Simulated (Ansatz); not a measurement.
# From the elastic tensor of Ti₂O to moduli and sound speeds

Level of theory: Ansatz 0.2.0, DFT PBEsol, scalar-relativistic, plane waves, PAW. Cutoff 420 eV, 18×18×10 k-points (Γ-centred), Fermi-Dirac smearing of 0.15 eV. No spin polarisation.

Symmetry: P-3m1, No. 164, trigonal system. The conventional cell has a = 2.953 Å, b = 2.953 Å, c = 4.729 Å, α = 90.00°, β = 90.00°, γ = 120.00°. Ti (site symmetry 3m) is surrounded by 3 O at 2.11 Å. O (site symmetry -3m) is surrounded by 6 Ti at 2.11 Å.

In a metal, frequencies and elastic constants depend on the k mesh and the smearing, soft modes and shear constants most. Spin polarisation was left out, and a magnetic state may lie lower. A semilocal functional can close a gap that the real compound has.

Relaxed-ion constants (GPa, on the Cartesian axes of the calculation):
```
351.1  90.4 129.5  45.8   0.0   0.0
 90.4 351.1 129.5 -45.8   0.0   0.0
129.5 129.5 358.0   0.0   0.0   0.0
 45.8 -45.8   0.0 104.3   0.0   0.0
  0.0   0.0   0.0   0.0 104.3  45.8
  0.0   0.0   0.0   0.0  45.8 130.4
```

Density 5.194 g/cm³; 3 atoms in 35.72 Å³.

The values that follow are for a polycrystal of randomly turned grains, by Hill's mean where one number stands.

| Item | Value |
| --- | --- |
| Bulk modulus, Voigt / Reuss / Hill | 195.5 / 194.7 / 195.1 GPa |
| Shear modulus, Voigt / Reuss / Hill | 115.2 / 99.5 / 107.3 GPa |
| Young's modulus | 272 GPa |
| Poisson ratio | 0.268 |
| Pugh ratio B/G | 1.82 (over 1.75, the rule of thumb for ductile) |
| Universal anisotropy index | 0.79 |
| Longitudinal and transverse sound speeds | 8070 and 4546 m/s |
| Debye temperature from the mean sound speed | 659 K |

Cost: 1 run of about 14 core-minutes, on AMD EPYC 7R43 (Zen 3) (shared hosts).